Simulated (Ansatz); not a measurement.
Be2C (fluorite or antifluorite type, space group No. 225), a = b = c = 4.3107 Å, α = β = γ = 90.00°; the cell used has 3 atoms.

Relaxed with PBEsol. 

Q: HSE06 on this cell (Ansatz, a first-principles code, PAW) gives a gap of 1.92 eV. What does PBEsol give?

A: 1.08 eV.

Cost on shared cores: the PBEsol run (SCF on a 11×11×11 mesh, then bands and DOS) roughly 5 core-seconds, the HSE06 run (SCF on 8×8×8, then a few points) around 40 core-seconds (rough); the tasks are unlike.

Space group Fm-3m (fluorite or antifluorite type). Symmetry was held in the PBEsol relaxation.

Potentials: the later of the program's two PAW sets.

Ansatz is a plane-wave DFT program.
